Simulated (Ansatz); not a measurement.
Input file for Ansatz (a program for electronic structure):

Ansatz 0.2 input:
```yaml
crystal:
  lattice:
    - [0.0, 1.9911337697, 1.9911337697]
    - [1.9911337697, 0.0, 1.9911337697]
    - [1.9911337697, 1.9911337697, 0.0]
  atoms:
    - { symbol: Al, position: [0.0, 0.0, 0.0] }
kpoints:
  mp_grid: { grid: [37, 37, 37] }
hamiltonian:
  xc: pbe
  dispersion: d3bj
  pseudopotentials: { kind: paw }
scf:
  occupations: { method: fermi_dirac, width: 0.1 }
elastic: { mode: relaxed_ion, stencil: two_point, amplitude: 0.005, f_tol: 0.0005 }
```

Output (shortened):

```
Pseudopotential: Al, paw, valence charge 3
Functional definition: PBE
Crystal: 1 atoms, lattice volume = 15.788 Å³
Basis set: ecut = 420 eV, 331 PW (Γ), exchange–correlation on 40×40×40 points (8 copies of the dense FFT grid, shifted against one another)
Bands: 6, of which v1, the nominal top of the filled ones, is band 2 counted from 1 (1 counted from 0)
Symmetry: 48 space group operations
Space group: Fm-3m (ITA 225), of the structure as read, at distance tolerance 2.5e-5 Å
k-points: 1330 of 50653
SCF iter   1: F=—  HF=-537.853387 eV  |F-HF|=—  |Δ(HF+E_count)|=         —  Δρ=5.41e-4  dr2=1.76e-5  ethr=1.77e-3  ⟨swp⟩=4.8  Hψ=67956  notcnv=0
preconditioner: auto → none
SCF iter   2: F=—  HF=-537.853417 eV  |F-HF|=—  |Δ(HF+E_count)|=   2.97e-5  Δρ=2.69e-4  dr2=3.76e-6  ethr=5.85e-7  ⟨swp⟩=2.0  Hψ=20409  notcnv=0  defer=2
SCF iter   3: F=—  HF=-537.853426 eV  |F-HF|=—  |Δ(HF+E_count)|=   9.60e-6  Δρ=1.74e-5  dr2=1.98e-8  ethr=1.25e-7  ⟨swp⟩=2.0  Hψ=9642  notcnv=0  defer=2
SCF iter   4: F=—  HF=-537.853427 eV  |F-HF|=—  |Δ(HF+E_count)|=   2.10e-7  Δρ=2.92e-6  dr2=1.08e-9  ethr=6.62e-10  ⟨swp⟩=1.2  Hψ=7939  notcnv=0  defer=2
SCF iter   5: F=—  HF=-537.853427 eV  |F-HF|=—  |Δ(HF+E_count)|=  9.73e-11  Δρ=7.10e-8  dr2=6.11e-13  ethr=3.59e-11  ⟨swp⟩=1.0  Hψ=7648  notcnv=0  defer=2
SCF iter   6: F=-537.853427 eV  HF=-537.853427 eV  |F-HF|=3.41e-13  |Δ(HF+E_count)|=  6.82e-13  Δρ=1.21e-8  dr2=1.60e-14  ethr=1.00e-12  ⟨swp⟩=4.6  Hψ=22261  notcnv=0
SCF 1 converged in 6 iterations: F = -537.853427 eV  dr2 = 1.60e-14
Crystal: 1 atoms, lattice volume = 15.709 Å³
Basis set: ecut = 420 eV, 323 PW (Γ), exchange–correlation on 40×40×40 points (8 copies of the dense FFT grid, shifted against one another)
Symmetry: 16 space group operations
k-points: 3610 of 50653
iter 1 solved again at ethr=1.08e-7 eV; its pass at ethr=3.10e-3 eV (dr2=3.23e-6 eV) is discarded
SCF iter   1: F=—  HF=-537.853225 eV  |F-HF|=—  |Δ(HF+E_count)|=         —  Δρ=1.55e-4  dr2=3.42e-6  ethr=1.08e-7  ⟨swp⟩=2.1  Hψ=205824  notcnv=0  defer=22
preconditioner: auto → none
SCF iter   2: F=—  HF=-537.853235 eV  |F-HF|=—  |Δ(HF+E_count)|=   1.08e-5  Δρ=7.65e-5  dr2=8.21e-7  ethr=1.08e-7  ⟨swp⟩=1.0  Hψ=20809  notcnv=0  defer=22
SCF iter   3: F=—  HF=-537.853234 eV  |F-HF|=—  |Δ(HF+E_count)|=   9.06e-7  Δρ=1.15e-6  dr2=1.00e-10  ethr=2.74e-8  ⟨swp⟩=1.0  Hψ=20958  notcnv=0  defer=22
SCF iter   4: F=—  HF=-537.853234 eV  |F-HF|=—  |Δ(HF+E_count)|=  8.61e-10  Δρ=1.74e-7  dr2=2.07e-12  ethr=3.35e-12  ⟨swp⟩=2.0  Hψ=26773  notcnv=0  defer=22
SCF iter   5: F=-537.853234 eV  HF=-537.853234 eV  |F-HF|=1.14e-13  |Δ(HF+E_count)|=  2.27e-12  Δρ=7.39e-9  dr2=3.96e-15  ethr=1.00e-12  ⟨swp⟩=4.0  Hψ=48653  notcnv=0
SCF 2 converged in 5 iterations: F = -537.853234 eV  dr2 = 3.96e-15
Crystal: 1 atoms, lattice volume = 15.867 Å³
iter 1 solved again at ethr=2.74e-10 eV; its pass at ethr=3.10e-3 eV (dr2=8.21e-9 eV) is discarded
SCF iter   1: F=—  HF=-537.853286 eV  |F-HF|=—  |Δ(HF+E_count)|=         —  Δρ=7.70e-6  dr2=7.81e-9  ethr=2.74e-10  ⟨swp⟩=1.9  Hψ=206801  notcnv=0  defer=29
preconditioner: auto → none
SCF iter   2: F=—  HF=-537.853302 eV  |F-HF|=—  |Δ(HF+E_count)|=   1.61e-5  Δρ=3.59e-6  dr2=1.65e-9  ethr=2.60e-10  ⟨swp⟩=2.0  Hψ=26346  notcnv=0  defer=29
SCF iter   3: F=—  HF=-537.853302 eV  |F-HF|=—  |Δ(HF+E_count)|=  1.72e-11  Δρ=2.56e-7  dr2=5.82e-12  ethr=5.50e-11  ⟨swp⟩=1.0  Hψ=20811  notcnv=0  defer=29
SCF iter   4: F=—  HF=-537.853302 eV  |F-HF|=—  |Δ(HF+E_count)|=  2.96e-12  Δρ=1.03e-7  dr2=8.07e-13  ethr=1.94e-13 (applied; sched 1.00e-12)  ⟨swp⟩=1.0  Hψ=20822  notcnv=0  defer=211
SCF iter   5: F=-537.853302 eV  HF=-537.853302 eV  |F-HF|=2.27e-13  |Δ(HF+E_count)|=  7.96e-13  Δρ=2.82e-9  dr2=9.59e-16  ethr=1.00e-12  ⟨swp⟩=2.0  Hψ=63275  notcnv=0
SCF 3 converged in 5 iterations: F = -537.853302 eV  dr2 = 9.59e-16
Crystal: 1 atoms, lattice volume = 15.788 Å³
Symmetry: 8 space group operations
k-points: 6859 of 50653
iter 1 solved again at ethr=4.45e-7 eV; its pass at ethr=3.10e-3 eV (dr2=1.34e-5 eV) is discarded
SCF iter   1: F=—  HF=-537.853365 eV  |F-HF|=—  |Δ(HF+E_count)|=         —  Δρ=2.63e-4  dr2=1.30e-5  ethr=4.45e-7  ⟨swp⟩=1.1  Hψ=381104  notcnv=0  defer=61
preconditioner: auto → none
SCF iter   2: F=—  HF=-537.853376 eV  |F-HF|=—  |Δ(HF+E_count)|=   1.15e-5  Δρ=1.05e-4  dr2=2.06e-6  ethr=4.34e-7  ⟨swp⟩=1.0  Hψ=39594  notcnv=0  defer=61
SCF iter   3: F=—  HF=-537.853376 eV  |F-HF|=—  |Δ(HF+E_count)|=   5.90e-7  Δρ=2.32e-6  dr2=3.29e-10  ethr=6.86e-8  ⟨swp⟩=1.0  Hψ=39592  notcnv=0  defer=61
SCF iter   4: F=—  HF=-537.853376 eV  |F-HF|=—  |Δ(HF+E_count)|=   4.12e-8  Δρ=6.34e-7  dr2=3.53e-11  ethr=1.10e-11  ⟨swp⟩=2.0  Hψ=50955  notcnv=0  defer=61
SCF iter   5: F=—  HF=-537.853376 eV  |F-HF|=—  |Δ(HF+E_count)|=  1.47e-11  Δρ=8.09e-8  dr2=1.07e-12  ethr=1.18e-12  ⟨swp⟩=2.0  Hψ=49682  notcnv=0  defer=61
SCF iter   6: F=-537.853376 eV  HF=-537.853376 eV  |F-HF|=0.00e0  |Δ(HF+E_count)|=  3.41e-13  Δρ=6.60e-9  dr2=6.96e-15  ethr=1.00e-12  ⟨swp⟩=3.4  Hψ=84786  notcnv=0
SCF 4 converged in 6 iterations: F = -537.853376 eV  dr2 = 6.96e-15
Crystal: 1 atoms, lattice volume = 15.788 Å³
iter 1 solved again at ethr=2.13e-11 eV; its pass at ethr=3.10e-3 eV (dr2=6.38e-10 eV) is discarded
SCF iter   1: F=—  HF=-537.853361 eV  |F-HF|=—  |Δ(HF+E_count)|=         —  Δρ=2.36e-6  dr2=6.50e-10  ethr=2.13e-11  ⟨swp⟩=1.9  Hψ=390536  notcnv=0  defer=72
preconditioner: auto → none
SCF iter   2: F=—  HF=-537.853376 eV  |F-HF|=—  |Δ(HF+E_count)|=   1.49e-5  Δρ=1.11e-6  dr2=1.37e-10  ethr=2.13e-11  ⟨swp⟩=2.0  Hψ=51181  notcnv=0  defer=72
SCF iter   3: F=—  HF=-537.853376 eV  |F-HF|=—  |Δ(HF+E_count)|=  6.04e-11  Δρ=1.77e-7  dr2=2.99e-12  ethr=4.57e-12  ⟨swp⟩=1.6  Hψ=46513  notcnv=0  defer=72
SCF iter   4: F=—  HF=-537.853376 eV  |F-HF|=—  |Δ(HF+E_count)|=  1.02e-12  Δρ=8.15e-8  dr2=5.45e-13  ethr=9.97e-14 (applied; sched 1.00e-12)  ⟨swp⟩=1.0  Hψ=39598  notcnv=0  defer=888
SCF iter   5: F=-537.853376 eV  HF=-537.853376 eV  |F-HF|=1.14e-13  |Δ(HF+E_count)|=  4.55e-13  Δρ=6.49e-9  dr2=2.73e-15  ethr=1.00e-12  ⟨swp⟩=3.3  Hψ=84074  notcnv=0
SCF 5 converged in 5 iterations: F = -537.853376 eV  dr2 = 2.73e-15
SCF converged after 6 iterations
Free energy (F): -537.853427 eV
Harris-Foulkes:  -537.853427 eV  (|F-HF|=3.41e-13)
Internal energy: -537.840521 eV  (E = F + TS)
E sigma→0 (E₀):  -537.846974 eV
Entropy (-TS):   -0.012906 eV (-12.906 meV/atom)
Fermi energy:    8.415012 eV
--- Per-component energies (eV) ---
  E_band       = 11.603314
  E_kinetic    = 23.460150
  E_local      = 10.581058  (includes V_loc(G=0)·N_el)
  E_nonlocal   = 10.400768
  E_hartree    = 0.113739
  E_xc         = -40.024752
  E_vxc        = -29.339464  (∫ρ·V_xc dr)
  E_paw        = -467.415610  (= ΣΔE_a)
  E_vpaw       = -3.726674  (= ΣTr[D̂ρ^β])
  E_aug_tail   = -0.000002  (compensation charges beyond the density's cutoff)
  E_ewald      = -74.603664
  E_disp       = -0.352208  (pairwise vdW)
  E_smearing   = -0.012906  (= −TS)
  E_closure    = 0.000000  (closes the sum)
  Σ components = -537.853427   (vs F -537.853427, Δ=0.00e0)
  [band-id]    e_kinetic+e_local+e_nonlocal+2·e_hartree+e_vxc+e_vpaw+e_augmentation_tail = 11.603314   (vs E_band 11.603314, Δ=6.62e-8)
--- Forces (eV/Å), atoms counted from 1 ---
  atom   1  Al     0.00000000     0.00000000     0.00000000
  max |Σ_I F_I| component: 0.0 eV/Å
--- Stress (GPa, compression-positive) ---
        0.063884       0.000000       0.000000
        0.000000       0.063884       0.000000
        0.000000       0.000000       0.063884
  P = ⅓ Tr σ = 0.0639 GPa (0.639 kbar)
--- Band table (eV; the first three rows and the last of 1330) ---
  k-point 0: bands = ["-3.0237", "21.1754", "21.1754", "21.1754", "23.1150", "23.1150"]
  k-point 1: bands = ["-3.0032", "20.7181", "21.1061", "21.1061", "23.2168", "23.2168"]
  k-point 2: bands = ["-2.9419", "19.7833", "20.9322", "20.9322", "23.4863", "23.4863"]
  k-point 1329: bands = ["7.2584", "7.6327", "8.5965", "9.8289", "24.2289", "24.7539"]
--- Elastic constants: 2 strain directions × 2 members + reference (group order 48) ---
  dense FFT box of the reference and of every strained cell: 20×20×20
  strains applied: 11, 23; error gains: componentwise 1.00 (the most a stress slope's error grows in a printed constant), spectral 1.73 (1 for all six strains …
  pairwise dispersion correction: d3bj (s6 = 1.0, s8 = 0.7875, a1 = 0.4289, a2_bohr = 4.4407), with the weights of each atom's references fixed at the …
  C = ∂σ_k/∂η_j (tension-positive GPa; Voigt order 11 22 33 23 13 12):
       128.408     65.813     65.813      0.000      0.000      0.000
        65.813    128.408     65.813      0.000      0.000      0.000
        65.813     65.813    128.408      0.000      0.000      0.000
         0.000      0.000      0.000     41.048      0.000      0.000
         0.000      0.000      0.000      0.000     41.048      0.000
         0.000      0.000      0.000      0.000      0.000     41.048
  reference stress σ⁰ (GPa):     -0.064     -0.064     -0.064      0.000      0.000      0.000
  C* (energy form; C + prestress term) asymmetry max|C*_kj − C*_jk| = 4.263e-14 GPa — a small one proves nothing (zero by symmetry where the batch's group is …
  moduli (Voigt/Reuss/Hill, GPa): K = 86.68/86.68/86.68   G = 37.15/36.50/36.82   E = 96.77   ν = 0.314
  mechanically stable: yes (min eigenvalue of sym C = 41.05 GPa)
  where every solve meets its electron count the energy-path curvature estimates C_jj along a normal strain and C_jj − ¼(σ⁰_aa + σ⁰_bb) along a shear (ab), of …
  strain η (Voigt 11):  stress-route row diagonal C_11 = 128.41 GPa, energy-path curvature d²(F+E_count+ΔE)/dδ²/Ω₀ = 128.34 GPa
         δ    σ_11 (GPa)             F (eV)   n_scf  n_hpsi   n_pw
    -5.000e-3      -0.7172        -537.8532345       5  366313    327   relax 0 steps, max|allowed force component| 0.00e0 eV/Å
     5.000e-3       0.5669        -537.8533023       5  381351    331   relax 0 steps, max|allowed force component| 0.00e0 eV/Å
  strain η (Voigt 23):  stress-route row diagonal C_44 = 41.05 GPa, energy-path curvature d²(F+E_count+ΔE)/dδ²/Ω₀ = 41.06 GPa
         δ    σ_23 (GPa)             F (eV)   n_scf  n_hpsi   n_pw
    -5.000e-3      -0.2052        -537.8533758       6  727989    331   relax 0 steps, max|allowed force component| 0.00e0 eV/Å
     5.000e-3       0.2052        -537.8533758       5  694164    331   relax 0 steps, max|allowed force component| 0.00e0 eV/Å
```

Cost: very roughly 2.9 core-minutes on shared cores.

The cell was relaxed with PBE+D3(BJ) under the symmetry of its start. The pairwise dispersion correction was not fitted to metals. As this level gives no gap, shear constants depend on the k-mesh and smearing (Fermi–Dirac, 0.1 eV here).

Potentials: the later of the program's two PAW sets.

Ansatz is a plane-wave DFT program.
